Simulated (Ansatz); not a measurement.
# An elastic constant from a strain scan in ScBPt3

Method: DFT PBE, scalar-relativistic, plane waves, PAW in Ansatz 0.2.0. Cutoff 420 eV, Γ-centred 12×12×12 k-points, Gaussian smearing of 0.15 eV. Spin–orbit coupling is left out, which can shift energies with elements as heavy as these. No spin polarisation. Energies are free energies at this smearing, counted from the undisturbed cell; pressure is positive in compression.

Reference structure (relaxed at this level; it needn't be the usual structure):

```
Sc B Pt
1.0
     4.25454    0.00000    0.00000
     0.00000    4.25454    0.00000
     0.00000    0.00000    4.25454
Sc B Pt
1 1 3
Direct
  0.00000 0.00000 0.00000
  0.50000 0.50000 0.50000
  0.00000 0.50000 0.50000
  0.50000 0.50000 0.00000
  0.50000 0.00000 0.50000
```

The cell is strained by ε times the Voigt pattern (0, 0, 0, 0, 0, 1) (xx, yy, zz, yz, xz, xy; engineering shear) with fractional coordinates fixed. The cell holds 5 atoms in V0 = 77.01 Å³. The stress column is τ = (1/V0) dE/dε, got from the stress tensor σ (compression positive) at each point as −det(1 + εP) σ : P(1 + εP)⁻¹, with P the pattern as a tensor.

| ε | ΔE (meV/atom) | τ (GPa) |
| --- | --- | --- |
| -0.0525 | -4.069 | 1.758 |
| -0.0450 | -2.888 | 1.507 |
| -0.0375 | -1.907 | 1.208 |
| -0.0300 | -1.148 | 0.899 |
| -0.0150 | -0.253 | 0.370 |
| 0.0000 | 0.000 | 0.000 |
| 0.0150 | -0.253 | -0.370 |
| 0.0300 | -1.148 | -0.899 |
| 0.0375 | -1.907 | -1.208 |
| 0.0450 | -2.888 | -1.507 |
| 0.0525 | -4.069 | -1.758 |
| 0.0600 | ? | ? |

**Question.** Which combination of elastic constants does this scan measure, and how large is it?

**Answer.** For small ε, τ = τ0 + Kε with K = pᵀCp, which for this pattern is C44 in the cubic axes. The parabola through τ at ε = -0.0150, 0 and 0.0150 has slope K = -24.7 GPa at zero. The energies per cell, E = NΔE, of the same two points give K = 2[E(ε₊)/ε₊ − E(ε₋)/ε₋]/[(ε₊ − ε₋)V0] = -23.4 GPa, in agreement. K is negative: with the atoms carried along, the cell is unstable to this strain.

**Question.** Predict the withheld row at ε = 0.0600 from the harmonic law, and compare.

**Answer.** ΔE = V0(τ0 ε + Kε²/2)/N = -4.270 meV/atom and τ = -1.48 GPa. The calculation gives -5.403 meV/atom and -1.93 GPa: the energy lies 27 % below the harmonic value.

In a metal these slopes depend on the k mesh and the smearing.

Cost: 7 runs of about 4.2 core-minutes in all, on Arm Neoverse V1 (shared hosts).